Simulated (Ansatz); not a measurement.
Li (bcc, W type)

```
Li
1.0
   -1.73873     1.73873     1.73873
    1.73873    -1.73873     1.73873
    1.73873     1.73873    -1.73873
Li
1
Direct
  0.00000   0.00000   0.00000
```

E(V) scan at fixed shape, V₀ the volume above. Symmetry pins the atoms to their sites.

Method: r2SCAN (plane waves to 500 eV, PAW, scalar-relativistic; Ansatz, a quantum-chemistry and plane-wave program). k mesh 19×19×19 (Γ-centred), Fermi-Dirac smearing 0.05 eV. E stands for the smeared free energy. Stress and pressure are positive under compression. Li was relaxed with its symmetry unable to fall. The zero of ΔE is the relaxed starting cell. The last digit holds for this mesh only.

```tsv
V (Å³/atom)	ΔE (meV/atom)
17.662	28.1
18.335	17.1
19.007	9.1
19.680	3.9
20.353	0.9
21.026	0.0
21.699	0.8
22.372	withheld
23.044	6.9
23.717	11.8
24.390	17.7
```

Task: Fit a third-order Birch-Murnaghan form (E₀, V₀, B₀, B₀′ free) to the given rows and predict ΔE at V = 22.372.

Result: Least squares on the 10 given rows: ΔE = E₀ + (9V₀B₀/16)·y²·[2 + (B₀′ − 4)y], y = (V₀/V)^(2/3) − 1, with V₀ = 21.029 Å³/atom, B₀ = 13.10 GPa (160.2 GPa = 1 eV/Å³; the term in eV is multiplied by 1000), B₀′ = 3.28, E₀ = -0.02 meV/atom; root-mean-square residual 0.02 meV/atom. At 22.372 the fit gives 3.2 meV/atom; the calculation gives 3.2 meV/atom, the same to the digits shown. For the pressure the fit gives -0.7 GPa against the computed -0.7 GPa.

(A scan under strain: stresses follow from slopes of the energy per volume, elastic moduli from its curvatures.)
